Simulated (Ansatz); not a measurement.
The relaxed structure here is a generated cell of MgF2: the first start was made by placing the elements on the sites of a structure type, and the end was not matched to a known phase here, so it may be hypothetical. Known forms of MgF2 include space group No. 136.

A relaxed structure of MgF2. Space group Fd-3m (No. 227), AFLOW prototype A2B_cF24_227_c_a (C9, as in SiO2). Method: PBEsol (plane waves to 420 eV, PAW, scalar-relativistic; Ansatz, a program for electronic structure).

Space group Fd-3m, origin choice 1 (No. 227); a = 8.6279 Å, b = 8.6279 Å, c = 8.6279 Å, α = 90.00°, β = 90.00°, γ = 90.00°

```
atom  site  symmetry       x       y       z
----  ----  --------  ------  ------  ------
F      16d      .-3m  0.6250  0.6250  0.6250
Mg      8b      -43m  0.5000  0.5000  0.5000
```
(The calculation used a cell of 6 atoms; values per cell refer to that cell.)

- Volume per atom: 26.76 Å³
- Band gap: 6.64 eV, direct (no spin-orbit coupling)
- Shortest distances: F–Mg 1.87 Å; F–F 3.05 Å
- k-mesh: 7×7×7

Band energies at high-symmetry points (eV from the VBM; labels of this space group; no spin-orbit coupling), from −5 eV up to 9.2 eV:

| point | energies |
|---|---|
| Γ | -2.94 -1.65 -1.65 -1.65 -0.74 -0.74 -0.59 -0.59 -0.59 0.00 0.00 0.00 6.64 |
| X | -2.28 -2.28 -1.51 -1.51 -0.77 -0.77 -0.62 -0.62 -0.38 -0.38 -0.16 -0.16 8.98 8.98 |
| U | -2.38 -2.17 -1.53 -1.51 -0.82 -0.75 -0.66 -0.50 -0.43 -0.31 -0.27 -0.12 |
| K | -2.38 -2.17 -1.53 -1.51 -0.82 -0.75 -0.66 -0.50 -0.43 -0.31 -0.27 -0.12 |
| L | -2.62 -1.88 -1.58 -1.58 -0.81 -0.69 -0.69 -0.50 -0.50 -0.25 -0.25 0.00 8.31 8.61 |
| W | -2.27 -2.27 -1.52 -1.52 -0.80 -0.80 -0.58 -0.58 -0.36 -0.36 -0.19 -0.19 |

No spin polarisation in the result.

The run could not lose the symmetry of its start, so the end can be a saddle point.

All atoms sit on sites fixed by symmetry, so only the cell could relax.
